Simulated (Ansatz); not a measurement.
According to DFT-PBE in the program Ansatz with PAW potentials, Al in the trigonal phase (P-3m1; Pearson symbol hP11) relaxes to a = 2.851 Å, c = 25.824 Å. Al on 2d has 12 nearest neighbours from 2.85 Å (cuboctahedral); Al on 2d has 12 nearest neighbours from 2.85 Å (anticuboctahedral); Al on 2c has 12 nearest neighbours from 2.85 Å (cuboctahedral); Al on 2d has 12 nearest neighbours from 2.85 Å (cuboctahedral).

Electronic character: metallic (no gap).

The bulk modulus is 77.5 GPa.

The start of the workflow was typed in or built on a structure type; neither database checked (COD, Materials Project) lists it. It is not the phase usual at ambient conditions (space group No. 225). The cell was relaxed with PBE under the symmetry of its start; whether a distortion lowers the energy is not shown. Axis ratios of metals converge slowly with the k-mesh, so a and c are less sure than the volume.

Potentials: the earlier of the program's two PAW sets.
